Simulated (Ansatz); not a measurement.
NbP (CsCl type, Pm-3m) at seven volumes, the program Ansatz at the r²SCAN level (PAW), scaled uniformly. One row is withheld.

```json
[
 {"V (Å³/atom)": "13.653", "P (GPa)": "22.38"},
 {"V (Å³/atom)": "14.103", "P (GPa)": "?"},
 {"V (Å³/atom)": "14.553", "P (GPa)": "6.32"},
 {"V (Å³/atom)": "15.003", "P (GPa)": "0.00"},
 {"V (Å³/atom)": "15.453", "P (GPa)": "-5.42"},
 {"V (Å³/atom)": "15.903", "P (GPa)": "-10.07"},
 {"V (Å³/atom)": "16.353", "P (GPa)": "-14.05"}
]
```

**Question.** Fit the shown pressures and predict the withheld one.

**Answer.** P = (3/2)B₀(x^(7/2) − x^(5/2))[1 + (3/4)(B′ − 4)(x − 1)] with x = (V₀/V)^(2/3). Least squares on the six rows gives V₀ = 15.003 Å³/atom, B₀ = 195 GPa, B′ = 4.16. At V = 14.103, x = 1.0421 and P = 13.72 GPa. The run itself gave 13.72 GPa.

The cell is a constructed one: a structure type filled with these elements; neither database checked (COD, Materials Project) lists it. COD files the formula under space group No. 141, so this cell is another polymorph or a model. Its standing as an ambient phase is unchecked. Symmetry was held in the r²SCAN relaxation; whether a distortion lowers the energy is not shown. The run is not spin-polarised.

Potentials: the later of the program's two PAW sets.
